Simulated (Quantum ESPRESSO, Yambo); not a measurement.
At a photon energy of 7.88 eV, RPA with local fields on PBEsol bands shifted by a G0W0 scissor of 1.86 eV (Quantum ESPRESSO and Yambo; 6×6×2 mesh, 85 bands, 4 Ry local-field block, 0.2 eV broadening) gives ε = 3.61 + 4.84i for CaI$_{2}$ (CdI2 type, space group P-3m1, No. 164), field along x. Axes are Cartesian, with cell vectors (Å) (4.43, 0.00, 0.00), (-2.22, 3.84, 0.00), (0.00, 0.00, 6.92).

Problem. Work out n, κ, the normal-incidence reflectivity, the absorption coefficient and the penetration depth.

Solution. 
|ε| = 6.04; n = √((|ε| + ε1)/2) = 2.20, κ = √((|ε| − ε1)/2) = 1.10. R = ((n − 1)² + κ²)/((n + 1)² + κ²) = 0.23. α = 2Eκ/(ħc) with ħc = 197.327 eV nm: 0.0880 per nm = 8.8 × 10⁵ per cm, a 1/e depth of 11 nm. The computed direct gap is 5.93 eV, and the energy scale of the real crystal may differ from it. Excitonic effects are left out, and values at one energy depend on mesh and broadening. The scissor comes from a G0W0 run whose convergence isn't established. Convergence of the RPA response with its 6×6×2 mesh was not tested.

Spin-orbit coupling is not included.

Geometry relaxed with PBE+D3(BJ); primitive cell a = 4.4322 Å, b = 4.4322 Å, c = 6.9195 Å, α = 90.00°, β = 90.00°, γ = 120.00°.
